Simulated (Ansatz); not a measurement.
Space group P6/mmm (No. 191). a = 4.165 Å, b = 4.165 Å, c = 2.536 Å, α = 90.00°, β = 90.00°, γ = 120.00°
| atom | site | symmetry | x | y | z |
| --- | --- | --- | --- | --- | --- |
| Al | 1a | 6/mmm | 0.0000 | 0.0000 | 0.0000 |
| Fe | 2d | -6m2 | 0.3333 | 0.6667 | 0.5000 |

Equation of state of this AlFe$_{2}$ structure (not necessarily the ground state), with shape and atoms relaxed at each volume where symmetry leaves them free. It has no gap at any of these volumes. All numbers below come from Ansatz 0.2.0, DFT r2SCAN, scalar-relativistic, plane waves, PAW.

Settings: cutoff 500 eV, Γ-centred mesh 12×12×16 on the computed 3-atom cell, Gaussian smearing of 0.10 eV; collinear spin.

```
V (Å³/atom) E − E(largest V) (meV/atom) P (GPa)
     11.940                         5.16    10.45
     12.321                       -13.02     4.86
     12.702                       -18.76     0.01
     13.083                       -13.88    -4.06
     13.464                         0.00    -7.59
```

Problem. Fit a third-order Birch–Murnaghan equation to E(V).

Solution. V0 = 12.71 Å³/atom, B0 = 148 GPa, B0' = 4.4.

The state reached may not be the lowest one. Only parallel moments were tried here.

Cost: 5 runs of about 16 core-minutes in all, on Arm Neoverse V1 (shared hosts).